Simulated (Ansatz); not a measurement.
In r²SCAN (plane waves, PAW; program Ansatz), Si₃Ge in the tetragonal phase (P-4m2; Si on 2g, Si on 1a, Ge on 1c) relaxes to a = 3.886 Å, c = 5.488 Å. Si on 2g has 4 nearest neighbours from 2.36 Å (tetrahedral); Si on 1a has 4 nearest neighbours from 2.36 Å (tetrahedral); Ge has 4 nearest neighbours from 2.39 Å (tetrahedral). Its formation energy from the elements is 0.008 eV/atom, with no fitted shifts.

It is gapped at this level: 0.56 eV (indirect). The valence maximum lies at Γ and the conduction minimum at M. HSE06 on the same cell gives 0.94 eV. Gap from r²SCAN with spin–orbit coupling: 0.53 eV. The electron mass is 0.19, 0.42, 0.42 mₑ (principal values).

An equation-of-state fit gives a bulk modulus of 90.8 GPa. The relaxed-ion elastic constants in GPa are C11 = 188, C12 = 28.4, C13 = 57.1, C33 = 158, C44 = 79.0, C66 = 50.8. The elastic constants imply a Debye temperature near 550 K. Bader charges are Si +0.04 to +0.18, Ge -0.39 e.

The start of the workflow was typed in or built on a structure type; neither database checked (COD, Materials Project) lists it. Its standing as an ambient phase is unchecked. The cell was relaxed with r²SCAN under the symmetry of its start; whether a distortion lowers the energy is not shown. The references are the lowest solids computed at this level, not always the standard phases. Scalar-relativistic: spin–orbit coupling is off unless named, which matters more the heavier the elements.

Potentials: the earlier of the program's two PAW sets.
